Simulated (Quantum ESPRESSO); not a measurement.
## Ta2RuPt2Rh3 (one composition in several site orders)

A calculation, not a measurement. The program is pw.x of Quantum ESPRESSO 7.5 (plane-wave density functional theory). The cell is made up: eight metal atoms on a hexagonal close-packed lattice, with elements, volume, strain and displacements drawn at random and not relaxed, so it may be unstable or far from any real phase. PseudoDojo standard norm-conserving files set the functional (PBE unless stated); there is no spin polarisation or spin-orbit coupling, the Fermi-Dirac width of 0.25 eV means electrons at about 2900 K, and the masses in the input are unused placeholders. Heavy elements are run without spin-orbit coupling, which real alloys of them have. A spin test at this wide smearing found no moment, but such smearing suppresses magnetism that the real alloy may have.

The runs put one composition on the sites in different orders. Cell, positions, cutoff, mesh and smearing stay as in the input of run 1; sites are counted in its order. Stress in the tables is positive in tension.

Input of run 1:

```
&control calculation='scf', pseudo_dir='./dojo.nc.sr.pbe.v0_5.standard.upf', outdir='./o', disk_io='minimal', tprnfor=.true., tstress=.true. /
&system ibrav=0, nat=8, ntyp=4, nbnd=83, ecutwfc=87.97787729, nosym=.true., tot_charge=0,
 occupations='smearing', smearing='fd', degauss=0.0183746611
/
&electrons conv_thr=1.470e-08, electron_maxstep=70, mixing_beta=0.5 /
ATOMIC_SPECIES
Pt 1.0 Pt.upf
Rh 1.0 Rh.upf
Ru 1.0 Ru.upf
Ta 1.0 Ta.upf
CELL_PARAMETERS angstrom
2.7827 -0.0051 -0.0192
1.4263 -2.4001 -4.3023
1.4086 7.2296 -4.3238
ATOMIC_POSITIONS angstrom
Ta -0.0004 0.0555 -0.0147
Ru 1.4085 2.4105 -4.308
Ta 1.4423 -0.8097 -2.1519
Pt 2.7953 1.609 -6.4589
Pt 2.7768 4.8264 -4.3239
Rh 2.8369 0.0438 -4.346
Rh 2.817 1.6401 -2.1412
Rh 4.2503 4.0473 -6.4948
K_POINTS automatic
9 5 3 1 1 1
```

| run | elements on sites 1 to 8 | free energy less that of run 1 (eV) | -TS (eV) | pressure (GPa) | stress xx (GPa) | stress yy (GPa) | stress zz (GPa) | stress yz (GPa) | stress xz (GPa) | stress xy (GPa) | iterations |
| --- | --- | --- | --- | --- | --- | --- | --- | --- | --- | --- | --- |
| 1 | Ta Ru Ta Pt Pt Rh Rh Rh | 0.000 | -1.673 | 21.25 | -16.54 | -17.21 | -30.00 | -2.08 | -1.53 | -0.95 | 19 |
| 2 | Pt Pt Rh Ru Rh Rh Ta Ta | -1.362 | -1.471 | 19.78 | -19.43 | -12.68 | -27.23 | 0.25 | -1.57 | -0.93 | 19 |
| 3 | Ru Rh Rh Ta Pt Rh Pt Ta | -0.730 | -1.563 | 21.45 | -19.37 | -16.32 | -28.66 | -1.09 | -2.05 | -0.76 | 20 |
| 4 | Rh Ta Rh Ru Rh Pt Pt Ta | -0.620 | -1.594 | 21.56 | -16.89 | -18.47 | -29.33 | 0.30 | -1.43 | -1.25 | 20 |
| 5 | Rh Rh Ta Pt Ru Ta Pt Rh | -0.398 | -1.605 | 21.95 | -18.33 | -16.12 | -31.38 | 0.79 | -1.86 | -0.93 | 19 |
| 6 | Pt Ru Pt Ta Rh Rh Ta Rh | -0.406 | -1.544 | 21.89 | -20.78 | -17.33 | -27.57 | 0.03 | -1.23 | -1.23 | 20 |

Forces Fx Fy Fz (eV/Å):

```
site              run 1              run 2              run 3              run 4              run 5              run 6
   1     0.11 0.27 0.89    0.17 -0.69 0.12    0.15 -0.40 0.20    0.12 -1.22 0.64    0.15 -1.06 0.66    0.18 -0.65 0.45
   2    0.07 -0.18 0.20    0.07 0.38 -0.30   0.09 -0.14 -0.56     0.01 0.12 0.89    0.02 0.49 -0.31    0.12 0.93 -0.12
   3   -0.12 0.10 -1.20   -0.14 0.72 -0.29   -0.14 0.14 -0.21    -0.14 0.00 0.28   -0.12 -0.85 1.90   -0.11 0.81 -0.25
   4     0.20 0.30 0.33    0.20 0.71 -0.53    0.33 -1.23 0.58    0.21 0.47 -0.34    0.20 1.13 -0.60    0.26 2.47 -0.52
   5   0.20 -0.27 -0.13    0.15 -0.02 0.49     0.29 0.57 0.04     0.13 0.36 0.04    0.27 0.33 -0.50    0.18 -0.61 0.26
   6    -0.02 0.38 0.73   -0.06 -0.27 0.69   -0.03 -0.44 0.99   -0.04 -0.21 1.49   -0.02 0.48 -0.35    -0.10 0.00 0.49
   7  -0.15 -0.31 -0.92  -0.12 -0.39 -0.31  -0.20 -0.19 -0.65  -0.16 -0.25 -1.40  -0.15 -0.54 -1.06  -0.22 -1.99 -0.69
   8   -0.29 -0.30 0.10   -0.26 -0.44 0.14   -0.50 1.69 -0.39   -0.13 0.73 -1.60    -0.36 0.03 0.26   -0.32 -0.95 0.39
```

The sites are displaced and not relaxed, so the energy differences mix bonding between neighbours with strain and are not ordering energies. A rerun of one cell of this series at a higher cutoff and on a denser mesh moved values by no more than 0.005 eV in energy, 0.09 GPa in stress and 0.008 eV/Å in force, and a second program with other atomic files agreed on that cell to 2 % rms in force and 0.5 GPa in pressure.